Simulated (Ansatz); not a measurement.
**Question.** Cu (diamond, space group No. 227) is relaxed with DFT-PBE in the program Ansatz with PAW potentials. What lattice parameters of the conventional cell result?

**Answer.** a = 5.354 Å.

Space group Fd-3m (diamond). The start of the workflow was typed in or built on a structure type; neither database checked (COD, Materials Project) lists it. It is not the phase usual at ambient conditions (space group No. 225). The cell was relaxed with PBE under the symmetry of its start; whether a distortion lowers the energy is not shown. The run is not spin-polarised.

Potentials: the later of the program's two PAW sets.
